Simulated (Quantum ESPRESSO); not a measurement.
W3Sn3ScRu, input and log of a self-consistent run

A calculation, not a measurement. The program is pw.x of Quantum ESPRESSO 7.5 (plane-wave density functional theory). The cell is made up: eight metal atoms on a hexagonal close-packed lattice, with elements, volume, strain and displacements drawn at random and not relaxed, so it may be unstable or far from any real phase. PseudoDojo standard norm-conserving files set the functional (PBE unless stated); there is no spin polarisation or spin-orbit coupling, the Fermi-Dirac width of 0.25 eV means electrons at about 2900 K, and the masses in the input are unused placeholders. The tin pseudopotential is less sure than most, with forces differing by about three percent from a second method on plain tin. Heavy elements are run without spin-orbit coupling, which real alloys of them have. A spin test at this wide smearing found no moment, but such smearing suppresses magnetism that the real alloy may have.

Input:

```
&control calculation='scf', pseudo_dir='./dojo.nc.sr.pbe.v0_5.standard.upf', outdir='./o', disk_io='minimal', tprnfor=.true., tstress=.true. /
&system ibrav=0, nat=8, ntyp=4, nbnd=70, ecutwfc=84.00895049, nosym=.true., tot_charge=0,
 occupations='smearing', smearing='fd', degauss=0.0183746611
/
&electrons conv_thr=1.470e-08, electron_maxstep=70, mixing_beta=0.5 /
ATOMIC_SPECIES
Ru 1.0 Ru.upf
Sc 1.0 Sc.upf
Sn 1.0 Sn.upf
W 1.0 W.upf
CELL_PARAMETERS angstrom
2.9812 -0.0278 4.9748
2.95 0.0231 -4.9561
-2.9696 5.1199 -0.0357
ATOMIC_POSITIONS angstrom
W -0.1107 0.1062 -0.1455
Sn -1.5227 2.5013 -0.0926
Sc 2.9291 1.7081 -2.5787
Sn 1.499 4.1874 -2.4198
W 2.8598 -0.054 -0.064
Ru 1.4086 2.6193 -0.001
Sn 3.0149 1.5275 2.4496
W 1.4441 4.3298 2.5109
K_POINTS automatic
5 5 5 1 1 1
```

The log is shortened where brackets say so; the opening notice, blank lines, dates and the lines on written files are dropped, and the path of the files is cut. It prints rydbergs, bohrs and kilobars, and counts compression as positive stress. Its total energy is the free energy E - TS of the whole cell.

```
     Program PWSCF v.7.5
     Parallel version (MPI & OpenMP), running on       4 processor cores
     Number of MPI processes:                 4
     Threads/MPI process:                     1
     [start-up lines left out]
     bravais-lattice index     =            0
     lattice parameter (alat)  =      10.9599  a.u.
     unit-cell volume          =    1017.0536 (a.u.)^3
     number of atoms/cell      =            8
     number of atomic types    =            4
     number of electrons       =       111.00
     number of Kohn-Sham states=           70
     kinetic-energy cutoff     =      84.0090  Ry
     charge density cutoff     =     336.0358  Ry
     scf convergence threshold =      1.5E-08
     mixing beta               =       0.5000
     number of iterations used =            8  plain     mixing
     Exchange-correlation= PBE
                           (   1   4   3   4   0   0   0)
     [axes and pseudopotential details left out]
   Cartesian axes
     site n.     atom                  positions (alat units)
         1        W      tau(   1) = (  -0.0190871   0.0183112  -0.0250873  )
         2        Sn     tau(   2) = (  -0.2625463   0.4312781  -0.0159662  )
         3        Sc     tau(   3) = (   0.5050401   0.2945133  -0.4446235  )
         4        Sn     tau(   4) = (   0.2584599   0.7219981  -0.4172257  )
         5        W      tau(   5) = (   0.4930912  -0.0093108  -0.0110350  )
         6        Ru     tau(   6) = (   0.2428730   0.4516238  -0.0001724  )
         7        Sn     tau(   7) = (   0.5198338   0.2633740   0.4223639  )
         8        W      tau(   8) = (   0.2489940   0.7465510   0.4329333  )
     number of k points=    63  Fermi-Dirac smearing, width (Ry)=  0.0184
                       cart. coord. in units 2pi/alat
        k(    1) = (   0.1957451   0.2268165   0.0005476), wk =   0.0320000
        k(    2) = (   0.1959211   0.4534834   0.0017088), wk =   0.0320000
     [further k points left out]
     Dense  grid:   105831 G-vectors     FFT dimensions: (  64,  64,  72)
     Estimated max dynamical RAM per process >     423.34 MB
     Estimated total dynamical RAM >       1.58 GB
     Initial potential from superposition of free atoms
     starting charge     110.9904, renormalised to     111.0000
     Starting wfcs are   77 randomized atomic wfcs
     total cpu time spent up to now is        9.5 secs
     per-process dynamical memory:   336.2 Mb
     Self-consistent Calculation
     iteration #  1     ecut=    84.01 Ry     beta= 0.50
     Davidson diagonalization with overlap
     ethr =  1.00E-02,  avg # of iterations =  2.4
     Threshold (ethr) on eigenvalues was too large:
     Diagonalizing with lowered threshold
     Davidson diagonalization with overlap
     ethr =  9.98E-04,  avg # of iterations =  2.0
     total cpu time spent up to now is       51.8 secs
     total energy              =   -1226.06466905 Ry
     estimated scf accuracy    <       1.15636756 Ry
     iteration #  2     ecut=    84.01 Ry     beta= 0.50
     Davidson diagonalization with overlap
     ethr =  1.04E-03,  avg # of iterations =  3.3
     total cpu time spent up to now is       76.2 secs
     total energy              =   -1226.10635586 Ry
     estimated scf accuracy    <       8.68988342 Ry
     iteration #  3     ecut=    84.01 Ry     beta= 0.50
     Davidson diagonalization with overlap
     ethr =  1.04E-03,  avg # of iterations =  2.0
     total cpu time spent up to now is       97.5 secs
     total energy              =   -1226.63824493 Ry
     estimated scf accuracy    <       0.50165308 Ry
     iteration #  4     ecut=    84.01 Ry     beta= 0.50
     Davidson diagonalization with overlap
     ethr =  4.52E-04,  avg # of iterations =  2.0
     total cpu time spent up to now is      116.3 secs
     total energy              =   -1226.67005760 Ry
     estimated scf accuracy    <       0.14237674 Ry
     iteration #  5     ecut=    84.01 Ry     beta= 0.50
     Davidson diagonalization with overlap
     ethr =  1.28E-04,  avg # of iterations =  5.9
     total cpu time spent up to now is      140.0 secs
     total energy              =   -1226.68632612 Ry
     estimated scf accuracy    <       0.06869922 Ry
     [iterations 6 to 10 left out]
     iteration # 11     ecut=    84.01 Ry     beta= 0.50
     Davidson diagonalization with overlap
     ethr =  3.12E-07,  avg # of iterations =  1.8
     total cpu time spent up to now is      257.7 secs
     total energy              =   -1226.69669240 Ry
     estimated scf accuracy    <       0.00000726 Ry
     iteration # 12     ecut=    84.01 Ry     beta= 0.50
     Davidson diagonalization with overlap
     ethr =  6.54E-09,  avg # of iterations =  5.5
     total cpu time spent up to now is      282.4 secs
     total energy              =   -1226.69669443 Ry
     estimated scf accuracy    <       0.00000027 Ry
     iteration # 13     ecut=    84.01 Ry     beta= 0.50
     Davidson diagonalization with overlap
     ethr =  2.43E-10,  avg # of iterations =  3.1
     total cpu time spent up to now is      304.2 secs
     total energy              =   -1226.69669448 Ry
     estimated scf accuracy    <       0.00000004 Ry
     iteration # 14     ecut=    84.01 Ry     beta= 0.50
     Davidson diagonalization with overlap
     ethr =  3.81E-11,  avg # of iterations =  2.7
     total cpu time spent up to now is      324.5 secs
     total energy              =   -1226.69669448 Ry
     estimated scf accuracy    <       0.00000002 Ry
     iteration # 15     ecut=    84.01 Ry     beta= 0.50
     Davidson diagonalization with overlap
     ethr =  1.88E-11,  avg # of iterations =  2.0
     total cpu time spent up to now is      343.5 secs
     End of self-consistent calculation
     [lines on levels left out]
!    total energy              =   -1226.69669448 Ry
     estimated scf accuracy    <          9.2E-09 Ry
     smearing contrib. (-TS)   =      -0.11538159 Ry
     internal energy E=F+TS    =   -1226.58131289 Ry
     The total energy is F=E-TS. E is the sum of the following terms:
     one-electron contribution =    -257.49015633 Ry
     hartree contribution      =     197.77703116 Ry
     xc contribution           =    -282.20604459 Ry
     ewald contribution        =    -884.66214313 Ry
     convergence has been achieved in  15 iterations
     Forces acting on atoms (cartesian axes, Ry/au):
     atom    1 type  4   force =     0.03360246   -0.05327388    0.03507428
     atom    2 type  3   force =    -0.02289338    0.03591736   -0.02616713
     atom    3 type  2   force =     0.03212998   -0.01463728    0.00641975
     atom    4 type  3   force =    -0.05304598   -0.00117816   -0.00862627
     atom    5 type  4   force =    -0.01071924   -0.00284093    0.00338763
     atom    6 type  1   force =     0.01455178   -0.00791652    0.03190026
     atom    7 type  3   force =    -0.02498078    0.07140340   -0.02506673
     atom    8 type  4   force =     0.03135517   -0.02747399   -0.01692180
     Total force =     0.147226     Total SCF correction =     0.000239
     Computing stress (Cartesian axis) and pressure
          total   stress  (Ry/bohr**3)                   (kbar)     P=      -15.37
  -0.00039503   0.00009220  -0.00011359          -58.11       13.56      -16.71
   0.00009220   0.00019103   0.00011121           13.56       28.10       16.36
  -0.00011359   0.00011121  -0.00010943          -16.71       16.36      -16.10
     init_run     :      9.09s CPU      9.40s WALL (       1 calls)
     electrons    :    332.36s CPU    334.05s WALL (       1 calls)
     forces       :      2.57s CPU      2.60s WALL (       1 calls)
     stress       :      8.85s CPU      9.03s WALL (       1 calls)
     [timing details left out]
     PWSCF        :   5m52.95s CPU   5m55.17s WALL
     JOB DONE.
```

In other units: free energy -16690.059 eV for the cell, pressure -1.54 GPa, largest force component 1.836 eV/Å in size. The run took 357 s of wall time with four MPI processes on a shared machine (Intel Xeon, 2023 or later, virtual cores), so the time is rough. A rerun of this cell at a higher cutoff and on a denser mesh moved values by no more than 0.003 eV in energy, 0.02 GPa in stress and 0.003 eV/Å in force, and a second program with other atomic files agreed on that cell to 2 % rms in force and 0.5 GPa in pressure.